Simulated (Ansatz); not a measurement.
InP (zinc blende), relaxed with r²SCAN (Ansatz, a quantum-chemistry and plane-wave program, plane waves, PAW): a = 5.907 Å, b = 5.907 Å, c = 5.907 Å, α = 90.00°, β = 90.00°, γ = 90.00°.

* **gap (eV)**: 1.03
* **B₀ by P(V) fit (GPa)**: 68.2

Task: The same phase is relaxed and computed with HSE06 in the same code. What are the cell and these values now?

Result: a = 5.9016 Å, b = 5.9016 Å, c = 5.9016 Å, α = 90.00°, β = 90.00°, γ = 90.00°.

* **gap (eV)**: 1.38
* **B₀ by P(V) fit (GPa)**: 69.4

All cells were relaxed under the symmetry of their starts (and spin orders); stability against distortions was not tested throughout. Scalar-relativistic: spin–orbit coupling is off unless named, which matters more the heavier the elements.

Potentials: the later of the program's two PAW sets.

Ansatz is a plane-wave DFT program.
